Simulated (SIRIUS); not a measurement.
Input and output of a self-consistent single point for Y2H2C (P-3m1, 10 atoms in the cell; from Materials Project mp-644278, lattice scaled a little) (SIRIUS).

Computed with PBEsol, PseudoDojo 0.4 standard norm-conserving PBEsol (tails mended) pseudopotentials (plane waves; SIRIUS).

```yaml
crystal:
  lattice:
    - [3.74986, 0.00000, 0.00000]
    - [0.00000, 6.49495, 0.00000]
    - [0.00000, 0.00000, 6.13499]
  atoms:
    - { symbol: Y, position: [0.50000, 0.16667, 0.77531] }
    - { symbol: Y, position: [0.00000, 0.33333, 0.22469] }
    - { symbol: Y, position: [0.00000, 0.66667, 0.77531] }
    - { symbol: Y, position: [0.50000, 0.83333, 0.22469] }
    - { symbol: H, position: [0.50000, 0.16667, 0.39028] }
    - { symbol: H, position: [0.00000, 0.33333, 0.60972] }
    - { symbol: H, position: [0.00000, 0.66667, 0.39028] }
    - { symbol: H, position: [0.50000, 0.83333, 0.60972] }
    - { symbol: C, position: [0.00000, 0.00000, 0.00000] }
    - { symbol: C, position: [0.50000, 0.50000, 0.00000] }
```

Reference input (self-consistent single point, DFT, LDA (PW92), plane waves, PseudoDojo 0.4 standard norm-conserving LDA (tails mended) pseudopotentials): parameters.ngridk = 5 3 4; parameters.xc_functionals = [XC_LDA_X, XC_LDA_C_PW]; parameters.gk_cutoff = 9.055 1/bohr; parameters.pw_cutoff = 18.111 1/bohr; parameters.smearing = fermi_dirac; parameters.smearing_width = 0.00367493 Ha; potentials = PseudoDojo 0.4 standard norm-conserving LDA (tails mended) pseudopotentials; parameters.electronic_structure_method = pseudopotential; parameters.num_bands = 34; parameters.num_mag_dims = 0; parameters.num_dft_iter = 100; parameters.energy_tol = 1e-07 Ha. This run's input differs from it in these lines:

```diff
@@ -13,3 +13,3 @@
     "electronic_structure_method": "pseudopotential",
-    "xc_functionals": ["XC_LDA_X", "XC_LDA_C_PW"],
+    "xc_functionals": ["XC_GGA_X_PBE_SOL", "XC_GGA_C_PBE_SOL"],
     "gk_cutoff": 9.055,
```

Output (repeated stretches shortened):

```
[find] density tolerance         : 1e-06
[find] total energy tolerance    : 1e-07
[find] iter_solver_tol (initial) : 0.01
[find] iter_solver_tol (target)  : 1e-13
[find] num_dft_iter              : 100
Charges and magnetic moments
--------------------------------------------------------------------------------
total charge          : 56.000000
[find] | SCF iteration   0 out of 100|
[diagonalize] iterative solver tolerance (occupied, empty): 0.01 0.01
[diagonalize] average number of iterations: 1.95238
[find] Charges and magnetic moments
[find] total charge          : 56.000000
[find] Energy
   [... lines left out ...]

[find] Charges and magnetic moments
[find] total charge          : 56.000000
[find] Energy
[find] smearing (-TS)                 :      -0.00159236
[find] Total energy                   :    -177.63606339 (Ha),    -355.27212678 (Ry)
[find] Free energy (E-TS)             :    -177.63765575 (Ha),    -355.27531151 (Ry)
[find] band gap (eV)                  :       0.16509723
[find] Efermi                         :       0.31464829
[find] iteration : 17, RMS (target) : 6.5360e-07 (1.0000e-06) , energy difference (target) : -7.3353e-09 (1.0000e-07)
[find] bands are converged : false
[find] iterative solver converged : true
[find] converged after 18 SCF iterations!
[find] Charges and magnetic moments
[find] total charge          : 56.000000
[find] Energy
[find] smearing (-TS)                 :      -0.00159236
[find] Total energy                   :    -177.63606339 (Ha),    -355.27212678 (Ry)
[find] Free energy (E-TS)             :    -177.63765575 (Ha),    -355.27531151 (Ry)
[find] band gap (eV)                  :       0.16509723
[find] Efermi                         :       0.31464829
[ground_state] === stress tensor components [kbar] ===
[ground_state] === stress_total ===
[ground_state]    88.908963    0.000000    0.000000
[ground_state]     0.000000   89.215969   -0.062179
[ground_state]     0.000000   -0.062179   84.011262
[ground_state] ==== total Forces in Ha/bohr =====
   [... lines left out ...]
[ground_state] atom:    5, force:      -0.0000000     -0.0000205      0.0008184
[ground_state] atom:    6, force:       0.0000000      0.0000205     -0.0008184
[ground_state] atom:    7, force:      -0.0000000     -0.0000205      0.0008184
[ground_state] atom:    8, force:       0.0000000      0.0000000      0.0000000
[ground_state] atom:    9, force:       0.0000000      0.0000000      0.0000000
```

The run converged in 18 iterations. SIRIUS prints the stress tensor with tension positive. Against the reference run the pressure goes from -10.91 to -8.74 GPa and the largest force goes from 0.441 to 0.359 eV/Å.

The structure comes from a collection of computed structures, made at another level of theory; the collection holds predicted forms beside known ones. Its lattice was then scaled. No clean gap shows at this smearing width and mesh (spacing up to 0.34 Å⁻¹); the mesh is coarse for partly filled bands, so the values carry mesh errors.

Cost on one core: about 2.6 core-minutes (a rough figure).

“Tails mended”: in these copies of the files the far tail of each local potential was reset to the Coulomb form.
